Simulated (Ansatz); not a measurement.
The start is a relaxed PbSe cell, doubled along one cell vector, shaken by Gaussian noise of σ = 0.08 Å a coordinate. The cell and all atomic positions are relaxed at zero pressure with r2SCAN (plane waves to 500 eV, PAW, scalar-relativistic; Ansatz, a quantum-chemistry and plane-wave program). The first steps use a coarse 7×7×4 k-mesh.

Input geometry:
```
PbSe
1.0
    0.00000     3.08864     3.08864
    3.08864     0.00000     3.08864
    6.17728     6.17728     0.00000
Pb Se
2 2
Direct
  0.99273   0.99520   0.99515
  0.00912   0.02002   0.50352
  0.48500   0.52492   0.26199
  0.49104   0.50306   0.74411
```

- Energy released: 0.02 eV/atom
- Shortest distances (start → end): The closest pairs of elements (up to four, under 3.6 Å), start → end: Pb–Se 2.98 → 3.09 Å
- Band gap at the end: 0.67 eV, direct at L (no spin-orbit coupling)
- Optimiser moves: 4

Final structure:

```cif
data_Pb4Se4
_chemical_formula_sum 'Pb4 Se4'
_space_group_name_H-M_alt 'Fm-3m'
_space_group_IT_number 225
_space_group_name_Hall '-F 4 2 3'
_cell_length_a 6.17732
_cell_length_b 6.17732
_cell_length_c 6.17732
_cell_angle_alpha 90.000
_cell_angle_beta 90.000
_cell_angle_gamma 90.000
loop_
_atom_site_label
_atom_site_type_symbol
_atom_site_symmetry_multiplicity
_atom_site_Wyckoff_symbol
_atom_site_fract_x
_atom_site_fract_y
_atom_site_fract_z
_atom_site_occupancy
Pb1 Pb 4 b 0.50000 0.50000 0.50000 1
Se1 Se 4 a 0.00000 0.00000 0.00000 1
```
(The calculation used a cell of 2 atoms; values per cell refer to that cell.)

Final values are on a 9×9×9 k-mesh of the relaxed cell. No spin polarisation in the result. Without spin-orbit coupling the bands of the heavy element are not split, so the gap can be far off.
